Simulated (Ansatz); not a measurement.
## 4 guesses for Nd2AlAs3 and where they end

The calculation used Ansatz, DFT PBE, scalar-relativistic, plane waves, PAW, and for the lanthanide a 4f-in-core norm-conserving potential. Settings: cutoff 660 eV, Γ-centred meshes spaced at most about 0.3 Å⁻¹, and about 0.25 Å⁻¹ or finer for metals (2π included), Gaussian smearing. No spin polarisation in the final relaxations.

Each guess was relaxed in cell and atoms at zero pressure, within the symmetry of its start. These are static total energies at zero pressure. Coordination counts As atoms around Al and Nd (those within 1.25 times the shortest such distance or 1.15 times the sum of covalent radii, 1.27 where that leaves under three; the shortest distance is added where it exceeds 1.18 times the sum of covalent radii).

```json
{"guess": "1", "made from": "random cell", "start group": "P6/mmm", "V start (Å³/atom)": "22.9", "end group": "?", "V end (Å³/atom)": "?", "coordination at the end": "?", "gap on mesh (eV)": "?", "E over the lowest end (meV/atom)": "?"}
{"guess": "2", "made from": "NaSn2Pd3 type", "start group": "P6mm", "V start (Å³/atom)": "24.4", "end group": "P6mm", "V end (Å³/atom)": "28.6", "coordination at the end": "Nd 6, Al 6 from 3.4 Å", "gap on mesh (eV)": "0", "E over the lowest end (meV/atom)": "220"}
{"guess": "3", "made from": "CeB2Ru3 type", "start group": "P6/mmm", "V start (Å³/atom)": "22.1", "end group": "P6/mmm", "V end (Å³/atom)": "25.2", "coordination at the end": "Nd 6, Al 12 from 3.9 Å", "gap on mesh (eV)": "0", "E over the lowest end (meV/atom)": "219"}
{"guess": "4", "made from": "Eu2Ge3Au type", "start group": "P-6m2", "V start (Å³/atom)": "25.2", "end group": "P-6m2", "V end (Å³/atom)": "23.4", "coordination at the end": "Nd 9, Al 3", "gap on mesh (eV)": "0", "E over the lowest end (meV/atom)": "0"}
```

Guess 1 as it starts:

```
Nd Al As
1.0
     5.85711    0.00000    0.00000
    -2.92855    5.07240    0.00000
     0.00000    0.00000    4.62424
Nd Al As
2 1 3
Direct
  0.66667 0.33333 0.50000
  0.33333 0.66667 0.50000
  0.00000 0.00000 0.50000
  0.33333 0.66667 0.00000
  0.00000 0.00000 0.00000
  0.66667 0.33333 0.00000
```

Problem. Predict the end of this guess and its energy over the lowest end.

Solution. It ends in space group P6/mmm (No. 191), with a = 5.484 Å, c = 5.871 Å, 25.5 Å³/atom and no gap. It lies 0.81 eV/atom over the lowest end, above guess 2 and so the highest of the set. Counting As atoms around Al and Nd, this end has Nd 2, Al 2 from 2.9 Å and the lowest (guess 4) has Nd 9, Al 3. The lowest (guess 4) holds As–As nets (shortest 2.61 Å); in this end the shortest As–As distance is 3.17 Å.

Space group P6/mmm (No. 191). a = 5.484 Å, b = 5.484 Å, c = 5.871 Å, α = 90.00°, β = 90.00°, γ = 120.00°
```json
{"atom": "Nd", "site": "2d", "symmetry": "-6m2", "x": "0.6667", "y": "0.3333", "z": "0.5000"}
{"atom": "Al", "site": "1b", "symmetry": "6/mmm", "x": "0.0000", "y": "0.0000", "z": "0.5000"}
{"atom": "As", "site": "2c", "symmetry": "-6m2", "x": "0.3333", "y": "0.6667", "z": "0.0000"}
{"atom": "As", "site": "1a", "symmetry": "6/mmm", "x": "0.0000", "y": "0.0000", "z": "0.0000"}
```

The zero of energy is the elements' standard structures at the same level; no fitted shifts are applied.

Problem. Is the lowest end bound against the elements?

Solution. Yes: its formation energy is −0.70 eV/atom. It lies below the elements, which doesn't yet make it stable against other compounds or structures.

The k mesh leaves some 4 meV/atom of noise in the energy of each metallic cell. The reference form of As is held partly by dispersion forces, which this level lacks. Cells relaxed within their symmetry can be saddle points. A lower structure may well exist outside this small set. Some types were kept out of the candidates beforehand, so the set may lack a known form.

The lanthanide is trivalent by construction, without f bands, f moments or other valences. The reference runs of the other elements, and any phases without the lanthanide, used 420 eV, which shifts energies against them by under 10 meV/atom. The lanthanide's reference is the lowest of its hcp, dhcp and fcc cells.
